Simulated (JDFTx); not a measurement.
# Double layer at MoSi2(101)

MoSi2(101) slab cut from bulk MoSi2 (space group I4/mmm, indices of the conventional cell, lattice of the Materials Project entry mp-2592, not re-optimised): 9 atoms in 9 planes, a 1x1 cell of 13.53 Å² (|a| = 3.204, |b| = 4.517 Å), 7.7 Å between the outermost planes, Si outermost, slab composition Mo3Si6, cell height 23.9 Å, 8×8×1 k mesh, Fermi smearing 0.01 Ha, no spin polarisation. Whether this polymorph is the ambient one wasn't checked.

All numbers are PBE, GBRV ultrasoft potentials, plane waves to 20/100 Ha results from a modified build of JDFTx, not measurements. Outer atoms relaxed in vacuum, keeping the start's symmetry. The same nuclei were then put into each liquid, at zero charge and at set potentials or charges. This is a symmetric, unreconstructed model surface, and the continuum liquid cannot react with it. Potentials are on the SHE scale by the convention U = −μ/e − 4.44 V; references calibrated for a solvation model differ from this value.

In vacuum the work function is 4.94 eV, which would put the uncharged electrode at 0.50 V vs SHE if the liquid did nothing. Each liquid moves the Fermi level of the neutral slab, now counted from the bulk liquid: linear PCM (GLSSA13), water, 2 M KF by 0.21 eV, to a potential of zero charge of 0.29 V; SCCS (g09 parameters), water, 2 M KF by 0.09 eV, to a potential of zero charge of 0.42 V. The models of water differ by 0.12 V among themselves.

Charging:

```tsv
liquid	U − U_pzc (V)	σ (μC/cm²)	σ/(U − U_pzc) (μF/cm²)	Δγ (mJ/m²)
linear PCM (GLSSA13), water	-0.49	-6.7	14	-17
linear PCM (GLSSA13), water	-0.14	-2.0	14	-1
linear PCM (GLSSA13), water	0.31	4.6	15	-7
linear PCM (GLSSA13), water	0.52	8.0	16	-20
SCCS (g09 parameters), water	-0.22	-2.1	10	-2
```

The mean capacitance runs from 10 to 16 μF/cm². Δγ, the grand free energy per area against the neutral surface, is negative throughout, since charging at a held potential lowers it. The cavity function reaches one half at 2.3 Å (linear PCM (GLSSA13), water), 2.5 Å (SCCS (g09 parameters), water) above the top atoms; the models define their cavities differently. No specific adsorption of ions or solvent is in these numbers.
